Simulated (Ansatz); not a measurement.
Input:

AgW:
```yaml
crystal:
  lattice:
    - [4.58749, 0.00000, 0.00000]
    - [0.00000, 2.70188, 0.00000]
    - [0.00000, 0.00000, 5.15071]
  atoms:
    - { symbol: W, position: [0.25000, 0.00000, 0.86596] }
    - { symbol: W, position: [0.75000, 0.00000, 0.13404] }
    - { symbol: Ag, position: [0.25000, 0.50000, 0.36149] }
    - { symbol: Ag, position: [0.75000, 0.50000, 0.63851] }
```

This is the PBEsol-relaxed structure.

Task: All from plane-wave PAW PBEsol (Ansatz code), unless another level is named. Estimate the formation energy from the elements (no fitted shifts).

Result: 0.63 eV/atom.

Task: Give the density of states at the Fermi level.

Result: 0.79 states/eV per atom (mean over ±0.08 eV).

Space group Pmma. The start of the workflow was typed in or built on a structure type; neither database checked (COD, Materials Project) lists it. Whether it is the stable phase at ambient conditions was not checked. The PBEsol relaxation kept the symmetry of its start. At this level the phase is dynamically unstable (imaginary phonons). No spin polarisation was allowed. Its formation energy is positive at this level, so the cell may be metastable or incomplete. The references are the lowest solids computed at this level, not always the standard phases. Scalar-relativistic: spin–orbit coupling is off unless named, which matters more the heavier the elements.

Potentials: the earlier of the program's two PAW sets. The files were generated under PBE; for other functionals the program regenerates the frozen cores, and for LDA and PBEsol the local potential too.
